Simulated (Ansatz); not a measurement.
A trial cell of Mg3CdS2, before relaxation:

```
Mg Cd S
1.0
     2.85528    1.64849    4.73407
    -2.85528    1.64849    4.73407
     0.00000   -3.29699    4.73407
Mg Cd S
3 1 2
Cartesian
  -1.4276 -0.8242 4.7341
  1.4276 -0.8242 4.7341
  0.0000 1.6485 4.7341
  0.0000 0.0000 7.1011
  0.0000 0.0000 12.4613
  0.0000 0.0000 1.7409
```

The calculation used Ansatz 0.2.0, DFT PBE, scalar-relativistic, plane waves, PAW. Cutoff 420 eV, Gaussian smearing, Γ-centred meshes. Cell and atoms relax on a converged mesh. In metals the finer mesh still leaves noise of several meV/atom or more. The steps can't lower the symmetry of their start. No spin polarisation.

A guess keeps its type if space group and coordination stay and the shape of the cell changes little (axis ratios within about 15 %, angles within 6°); the volume may change.

**Question.** Does this structure survive the relaxation?

**Answer.** It doesn't keep its type. The symmetry stays R-3m (No. 166). The volume per atom grows by 29.4 %, from 22.3 to 28.8 Å³. The shortest distance goes from 2.86 Å (Mg–Mg) to 2.45 Å (Mg–S). The ratio c/a of the conventional cell changes by a factor of 0.95. Counting neighbours within 15 % of an atom's shortest distance, the start has Cd 6, Mg 6, S 16 and the end Cd 6, Mg 2, S 3. In detail, at the end Mg is surrounded by 2 S at 2.45 Å, 2 Cd at 3.10 Å and 4 Mg at 3.16 Å; Cd has 6 Mg at 3.10 Å; around S lie 3 Mg at 2.45 Å.

```yaml
crystal:
  lattice:
    - [3.15977, 1.82430, 5.00088]
    - [-3.15977, 1.82430, 5.00088]
    - [0.00000, -3.64859, 5.00088]
  atoms:
    - { symbol: Mg, position: [0.00000, 0.50000, 0.50000] }
    - { symbol: Mg, position: [0.50000, 0.00000, 0.50000] }
    - { symbol: Mg, position: [0.50000, 0.50000, 0.00000] }
    - { symbol: Cd, position: [0.50000, 0.50000, 0.50000] }
    - { symbol: S, position: [0.77582, 0.77582, 0.77582] }
    - { symbol: S, position: [0.22418, 0.22418, 0.22418] }
```

Formation energies are uncorrected and refer to the elements' standard structures at the same level.

**Question.** At what energy does it end?

**Answer.** −0.35 eV/atom.

The last run used a 6×6×6 mesh for its 6-atom cell and Gaussian smearing of 0.10 eV. The reference form of S is held partly by dispersion forces, which this level lacks. A structure relaxed within its symmetry needn't be a true minimum. Another cell of Mg3CdS2 relaxed alike, in P6/mmm, lies 299 meV/atom lower, so this cell isn't the stable form at this level.
